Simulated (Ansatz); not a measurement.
A generated cell, not matched to a known phase here, of Sn₃Pt: P4/mmm (No. 123), tP4; a = b = 3.353 Å, c = 8.123 Å, α = β = γ = 90.00°; Sn 2g (0.000, 0.000, 0.201); Sn 1d (0.500, 0.500, 0.500); Pt 1c (0.500, 0.500, 0.000). All values below come from r2SCAN (plane waves to 500 eV, PAW, scalar-relativistic; Ansatz, a program for electronic structure). Element references, the lowest calculated here: Pt (Fm-3m), Sn (Fd-3m).

**Question.** Predict the formation energy of this P4/mmm form of Sn3Pt from the elements from r2SCAN.

**Answer.** -0.05 eV/atom.

A lower structure of this composition may exist.

Static energies, no anion corrections, no zero-point energy. Values are rounded to 0.01 eV/atom. Not shown to be the ambient phase of their composition (a lower form may be missing, and a cell relaxed within its start's symmetry can be a saddle point): Sn3Pt (P4/mmm). Spin-orbit coupling is missing from these energies, which matters for elements this heavy. The compounds carry no spin polarisation.
